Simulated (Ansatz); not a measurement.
CeAl2: computed property card

CeAl₂:
```
CeAl2
1.0
    0.00000     4.00423     4.00423
    4.00423     0.00000     4.00423
    4.00423     4.00423     0.00000
Ce Al
2 4
Cartesian
  0.00000   0.00000   0.00000
  2.00212   2.00212   2.00212
  5.00529   5.00529   5.00529
  5.00529   3.00317   3.00317
  3.00317   3.00317   5.00529
  3.00317   5.00529   3.00317
```
The run is spin-polarised; directions of the spins, atom by atom: ↑ ↑ 0 0 0 0.

Space group Fd-3m (No. 227), cubic Laves (MgCu2 type); conventional cell a = 8.0085 Å, b = 8.0085 Å, c = 8.0085 Å, α = 90.00°, β = 90.00°, γ = 90.00°.

Method: r²SCAN in the plane-wave PAW code Ansatz. Geometry: relaxed at this level of theory. Other levels are named where they apply.

**Cell and energy**

```json
{
  "volume_per_atom": "21.40 Å³",
  "density": "5.02 g/cm³",
  "Formation energy from the elements (no fitted shifts)": "-0.53 eV/atom"
}
```

**Electronic structure**

```json
{
  "electronic_character": "metallic (no gap)",
  "Density of states at the Fermi level": "0.43 states/eV per atom (mean over ±0.08 eV)"
}
```

**Magnetism**

```json
{
  "magnetic_order": "ferromagnetic",
  "net_moment": "0.35 μB per atom"
}
```

The workflow started from a Materials Project entry (that database holds measured and hypothetical structures alike); the Crystallography Open Database files this formula in space group No. 227, but the cells were not matched. Its standing as an ambient phase is unchecked. The r²SCAN relaxation kept the symmetry of its start; its stability against distortions is not shown here. The final state is ferromagnetic, chosen from 2 collinear starts compared on coarse meshes (ties went to the first, and starts can fall back to one state), not a proven ground state. The 4f shell is in the valence, and the state reached may lie above the lowest one. Other orbital occupations within this spin state were not tried. No Hubbard U is applied. The references are the lowest solids computed at this level, not always the standard phases. Scalar-relativistic: spin–orbit coupling is off unless named, which matters more the heavier the elements.

Potentials: the later of the program's two PAW sets.
